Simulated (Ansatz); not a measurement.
Values for one crystal, relaxed and computed with PBE (plane waves, PAW; program Ansatz); other levels are named.

Volume per atom: 30.33 Å³
Band gap: 0.69 eV (indirect)
Valence-band maximum: off the standard path, at k = (0.000, 0.138, -0.146)
Formation energy from the elements (no fitted shifts): -0.34 eV/atom
Smallest direct gap on the standard path: 1.08 eV
Conduction-band minimum: at L (3 equivalent valleys)

Pick the material that matches.
A) GaSe, P6_3/mmc (Ga on 4f, Se on 4f)
B) SnSe2, CdI2 type
C) Ga2O3, C2/m (Pearson symbol mS20)
D) CO2, Pa-3 (C on 4a, O on 8c)

B, SnSe2, CdI2 type

Space group P-3m1 (CdI2 type). Symmetry was held in the PBE relaxation. The volume lies over 15 % above that of the usual cell of this phase: another minimum, or an error of the functional. A crystal of weakly bound layers computed without a dispersion correction: the cell and the soft elastic constants depend strongly on that. The references are the lowest solids computed at this level, not always the standard phases. Scalar-relativistic: spin–orbit coupling is off unless named, which matters more the heavier the elements.

Potentials: the earlier of the program's two PAW sets.
